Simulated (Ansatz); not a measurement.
TaC:
```cif
data_CTa
_chemical_formula_sum 'C1 Ta1'
_space_group_name_H-M_alt 'P 1'
_space_group_IT_number 1
_cell_length_a 3.16459
_cell_length_b 3.16459
_cell_length_c 3.16459
_cell_angle_alpha 60.000
_cell_angle_beta 60.000
_cell_angle_gamma 60.000
loop_
_space_group_symop_operation_xyz
  'x, y, z'
loop_
_atom_site_label
_atom_site_type_symbol
_atom_site_fract_x
_atom_site_fract_y
_atom_site_fract_z
_atom_site_occupancy
C1 C 0.00000 0.00000 0.00000 1
Ta1 Ta 0.50000 0.50000 0.50000 1
```

Relaxed with PBE.

Which orbitals make up the states near the Fermi level in PBE (plane waves, PAW; program Ansatz)?

Within 0.5 eV of the Fermi level: Ta 5d 70 %, C 2p 25 %. Projections are on Löwdin-orthogonalised atomic valence shells; empty p or d shells of many metals are not among them.

Tabulate the density of states.

States/eV per cell of 2 atoms, in 0.25 eV bins, energy from the Fermi level.

| E (eV) | total | Ta 5d | C 2p | Ta 6s |
|---|---|---|---|---|
| -7.85 | 0.25 | 0.10 | 0.11 | 0.03 |
| -7.60 | 0.35 | 0.13 | 0.15 | 0.03 |
| -7.35 | 0.50 | 0.19 | 0.22 | 0.05 |
| -7.10 | 0.72 | 0.27 | 0.33 | 0.07 |
| -6.85 | 0.75 | 0.28 | 0.35 | 0.07 |
| -6.60 | 0.78 | 0.28 | 0.38 | 0.07 |
| -6.35 | 0.83 | 0.29 | 0.42 | 0.07 |
| -6.10 | 0.85 | 0.28 | 0.45 | 0.07 |
| -5.85 | 0.63 | 0.21 | 0.33 | 0.04 |
| -5.60 | 0.51 | 0.17 | 0.28 | 0.03 |
| -5.35 | 0.84 | 0.36 | 0.43 | 0.02 |
| -5.10 | 2.27 | 0.99 | 1.17 | 0.01 |
| -4.85 | 4.53 | 1.99 | 2.32 | 0.01 |
| -4.60 | 2.79 | 1.40 | 1.30 | 0.01 |
| -4.35 | 1.74 | 0.90 | 0.79 | 0.01 |
| -4.10 | 1.21 | 0.60 | 0.57 | 0.00 |
| -3.85 | 0.93 | 0.45 | 0.45 | 0.00 |
| -3.60 | 0.75 | 0.35 | 0.38 | 0.00 |
| -3.35 | 0.62 | 0.28 | 0.32 | 0.00 |
| -3.10 | 0.52 | 0.22 | 0.28 | 0.00 |
| -2.85 | 0.44 | 0.18 | 0.25 | 0.00 |
| -2.60 | 0.37 | 0.14 | 0.22 | 0.00 |
| -2.35 | 0.27 | 0.10 | 0.17 | 0.00 |
| -2.10 | 0.25 | 0.09 | 0.15 | 0.00 |
| -1.85 | 0.31 | 0.12 | 0.18 | 0.00 |
| -1.60 | 0.41 | 0.17 | 0.22 | 0.00 |
| -1.35 | 0.45 | 0.24 | 0.19 | 0.00 |
| -1.10 | 0.51 | 0.31 | 0.18 | 0.00 |
| -0.85 | 0.54 | 0.34 | 0.17 | 0.00 |
| -0.60 | 0.56 | 0.37 | 0.16 | 0.01 |
| -0.35 | 0.58 | 0.40 | 0.16 | 0.01 |
| -0.10 | 0.62 | 0.43 | 0.16 | 0.01 |
| 0.15 | 0.65 | 0.47 | 0.15 | 0.01 |
| 0.40 | 0.70 | 0.50 | 0.16 | 0.01 |
| 0.65 | 0.75 | 0.55 | 0.16 | 0.01 |
| 0.90 | 0.82 | 0.61 | 0.16 | 0.01 |
| 1.15 | 0.93 | 0.70 | 0.18 | 0.02 |
| 1.40 | 1.01 | 0.77 | 0.18 | 0.02 |
| 1.65 | 0.94 | 0.73 | 0.15 | 0.01 |
| 1.90 | 1.12 | 0.86 | 0.19 | 0.02 |
| 2.15 | 1.32 | 1.04 | 0.20 | 0.03 |
| 2.40 | 1.54 | 1.25 | 0.21 | 0.03 |
| 2.65 | 1.69 | 1.41 | 0.21 | 0.03 |
| 2.90 | 1.57 | 1.29 | 0.21 | 0.03 |
| 3.15 | 1.93 | 1.47 | 0.34 | 0.07 |
| 3.40 | 1.99 | 1.46 | 0.40 | 0.08 |
| 3.65 | 1.62 | 1.20 | 0.32 | 0.05 |
| 3.90 | 2.46 | 2.01 | 0.35 | 0.05 |
| 4.15 | 1.27 | 1.02 | 0.19 | 0.02 |
| 4.40 | 0.60 | 0.37 | 0.15 | 0.02 |
| 4.65 | 0.57 | 0.32 | 0.14 | 0.03 |

Space group Fm-3m (rock salt). The PBE relaxation kept the symmetry of its start. The run is not spin-polarised. Spin–orbit coupling is left out wherever it is not named.

Potentials: the later of the program's two PAW sets.
